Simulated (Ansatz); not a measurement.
In2O3:
```
CELL_PARAMETERS angstrom
      2.75434     1.59022     4.85448
     -2.75434     1.59022     4.85448
      0.00000    -3.18044     4.85448
ATOMIC_POSITIONS crystal
  In 0.14293 0.14293 0.14293
  In 0.85707 0.85707 0.85707
  In 0.35707 0.35707 0.35707
  In 0.64293 0.64293 0.64293
  O  0.54659 0.25000 0.95341
  O  0.45341 0.75000 0.04659
  O  0.95341 0.54659 0.25000
  O  0.04659 0.45341 0.75000
  O  0.25000 0.95341 0.54659
  O  0.75000 0.04659 0.45341
```

Tensor components refer to the Cartesian frame of this cell.

Give the high-frequency dielectric tensor and the Born effective charge tensors of the independent atoms from DFPT, plane-wave PAW r²SCAN (Ansatz code).


ε∞:
```
4.55  0.00  0.00
0.00  4.55  0.00
0.00  0.00  4.32
```
Z* of atom 1 (In), rows: field, columns: displacement, in e:
```
 3.39  -0.02   0.00
 0.02   3.39   0.00
 0.00   0.00   3.28
```
Z* of atom 5 (O), rows: field, columns: displacement, in e:
```
-2.20  -0.10   0.35
-0.10  -2.32  -0.20
 0.46  -0.27  -2.19
```

Static charges for comparison (Bader): In1 +1.95, O5 -1.30 e. Born charges measure polarisation by displacement and can exceed these by far.

Space group R-3c (corundum). The first step of the workflow began from a Materials Project structure, measured or hypothetical; the Crystallography Open Database files this formula in space group No. 167, but the cells were not matched. It is not the phase usual at ambient conditions (space group No. 206). Symmetry was held in the r²SCAN relaxation; whether a distortion lowers the energy is not shown. Scalar-relativistic: spin–orbit coupling is off unless named, which matters more the heavier the elements.

Potentials: the earlier of the program's two PAW sets.
